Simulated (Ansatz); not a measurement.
Relaxation path: In (hcp type)

DFT, LDA, PAW with Ansatz's default frozen-core files, scalar-relativistic (Ansatz 0.2.0); a Γ-centred 14×14×8 k mesh, Fermi–Dirac smearing of 0.05 eV, no spin polarisation. The run relaxes cell and atoms at a target pressure of 5 GPa.

Command: `ansatz run input.yaml --threads 1 --pin off --max-ram 3584MiB --backend cpu --events-out ev --progress --plain --runs-dir out` It took 38 s on 1 thread of Arm Neoverse V1, with other jobs on the host, peak memory 0.36 GiB.

```yaml
crystal:
  lattice:
    - [3.1932525278, 0.0, 0.0]
    - [-1.5966262639, 2.7654378098, 0.0]
    - [0.0, 0.0, 5.173069095]
  atoms:
    - { symbol: In, position: [0.3333333333, 0.6666666667, 0.25] }
    - { symbol: In, position: [0.6666666667, 0.3333333333, 0.75] }
kpoints:
  mp_grid: { grid: [14, 14, 8] }
scf:
  occupations: { method: fermi_dirac, width: 0.05 }
hamiltonian:
  xc: lda
  pseudopotentials: { kind: paw }
output:
  forces: true
  stress: true
  eigenvalues: true
relax:
  f_tol: 0.005
  max_steps: 40
  cell: { p_target: 5.0, stress_tol: 0.03 }
```

Each step lists its enthalpy F + pV a cell above the last geometry, the pressure, the cell vectors (Å), and Cartesian positions (Å) with forces (eV/Å).

The first step:

```
step 1  dH = 6.10 meV  P = 4.94 GPa
  cell 3.1933 0.0000 0.0000  -1.5966 2.7654 0.0000  0.0000 0.0000 5.1731
  In 0.0000 1.8436 1.2933   0.0000 0.0000 0.0000
  In 1.5966 0.9218 3.8798   0.0000 0.0000 0.0000
```

The PAW files were made under PBE.

The symmetry of the start is kept and no stability test is made, so the end need not be the stable phase.

Task: Where does the relaxation end, and by which steps?

Result: After 7 geometries, with conventional a, b, c = 3.151, 3.151, 5.305 Å, at 22.800 Å³/atom (-0.18 % against the start) in space group P6_3/mmc, with a shortest distance of 3.151 Å. The further steps:
```
step 2  dH = 4.06 meV  P = 5.03 GPa
  cell 3.1809 0.0000 0.0000  -1.5904 2.7547 0.0000  0.0000 0.0000 5.2053
  In 0.0000 1.8365 1.3013   0.0000 0.0000 0.0000
  In 1.5904 0.9182 3.9040   0.0000 0.0000 0.0000
step 3  dH = 3.44 meV  P = 5.53 GPa
  cell 3.1169 0.0000 0.0000  -1.5584 2.6993 0.0000  0.0000 0.0000 5.3806
  In 0.0000 1.7995 1.3451   0.0000 0.0000 0.0000
  In 1.5584 0.8998 4.0354   0.0000 0.0000 0.0000
step 4  dH = 1.73 meV  P = 4.13 GPa
  cell 3.1590 0.0000 0.0000  -1.5795 2.7358 0.0000  0.0000 0.0000 5.3403
  In 0.0000 1.8238 1.3351   0.0000 0.0000 0.0000
  In 1.5795 0.9119 4.0052   0.0000 0.0000 0.0000
step 5  dH = 0.72 meV  P = 5.19 GPa
  cell 3.1587 0.0000 0.0000  -1.5793 2.7355 0.0000  0.0000 0.0000 5.2644
  In 0.0000 1.8237 1.3161   0.0000 0.0000 0.0000
  In 1.5793 0.9118 3.9483   0.0000 0.0000 0.0000
step 6  dH = 0.07 meV  P = 5.00 GPa
  cell 3.1466 0.0000 0.0000  -1.5733 2.7251 0.0000  0.0000 0.0000 5.3171
  In 0.0000 1.8167 1.3293   0.0000 0.0000 0.0000
  In 1.5733 0.9084 3.9878   0.0000 0.0000 0.0000
step 7  dH = 0.00 meV  P = 4.99 GPa
  cell 3.1506 0.0000 0.0000  -1.5753 2.7285 0.0000  0.0000 0.0000 5.3047
  In 0.0000 1.8190 1.3262   0.0000 0.0000 0.0000
  In 1.5753 0.9095 3.9785   0.0000 0.0000 0.0000
step 8  dH = 0.02 meV  P = 4.98 GPa  (same geometry on a basis chosen anew; earlier energies don't compare to the last digit)
  cell 3.1506 0.0000 0.0000  -1.5753 2.7285 0.0000  0.0000 0.0000 5.3047
  In 0.0000 1.8190 1.3262   0.0000 0.0000 0.0000
  In 1.5753 0.9095 3.9785   0.0000 0.0000 0.0000
```
